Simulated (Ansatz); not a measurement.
The relaxed structure here is a generated cell of Ru: the first start was made by placing the elements on the sites of a structure type, and the end was not matched to a known phase here, so it may be hypothetical. Known forms of Ru include space group No. 194.

A relaxed cell of Ru (Im-3m (No. 229)), relaxed on a k-mesh at least as fine as the one used below. Computed with r2SCAN (plane waves to 500 eV, PAW, scalar-relativistic; Ansatz, an electronic-structure program). Γ-centred k-mesh 8×15×15 on the run's cell (coarser than for final values), Fermi–Dirac smearing 0.05 eV.

```
CELL_PARAMETERS angstrom
     -3.03269     3.03269     3.03269
      1.51635    -1.51635     1.51635
      1.51635     1.51635    -1.51635
ATOMIC_POSITIONS crystal
  Ru 0.00000 0.00000 0.00000
  Ru 0.50000 0.00000 0.00000
```

The atoms are displaced by (Å):

| atom | ux | uy | uz |
|---|---|---|---|
| Ru1 | 0.001 | 0.166 | -0.043 |
| Ru2 | -0.121 | 0.033 | -0.027 |

Task: What forces (eV/Å) and pressure result?

Result: 
| atom | Fx | Fy | Fz |
|---|---|---|---|
| Ru1 | -0.35 | 0.39 | -1.35 |
| Ru2 | 0.35 | -0.39 | 1.35 |

Pressure +1.4 GPa.

The undisplaced cell is probably no minimum: from this displacement the run went on to P6₃/mmc (No. 194), 0.65 eV/atom below it.

No spin polarisation in the result.
